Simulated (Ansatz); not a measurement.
Relaxed candidate structures of CaO:

A. F-43m (No. 216), cF8, zinc blende type; a = 5.2128 Å, b = 5.2128 Å, c = 5.2128 Å, α = 90.00°, β = 90.00°, γ = 90.00°; O 4c (0.250, 0.250, 0.250); Ca 4a (0.000, 0.000, 0.000)

B. Fm-3m (No. 225), cF8, rock salt type; a = b = c = 4.795 Å, α = β = γ = 90.00°; O 4a (0.000, 0.000, 0.000); Ca 4b (0.500, 0.500, 0.500)

Task: Rank these by energy per atom (lowest first), as r2SCAN (plane waves to 500 eV, PAW, scalar-relativistic; Ansatz, a quantum-chemistry and plane-wave program) gives it.

Result: B (reference, the lowest among the structures calculated here), A (+0.249 eV/atom)

Task: Give each candidate's band gap.

Result: No candidate is metallic. A: 3.76 eV (no spin-orbit coupling); B: 4.20 eV (no spin-orbit coupling).

Each run could gain symmetry but not lose that of its start, so entries can be saddle points. From databases, or of a type measured for this composition: Fm-3m, cF8, rock salt type; the others are generated cells (placed on structure types, drawn at random, substituted or restacked) that were not matched to a known phase here. Energies are at zero temperature and pressure, without zero-point motion. Each cell has its own k-point mesh; energy differences are given only to the digits this allows. No spin polarisation in the result.
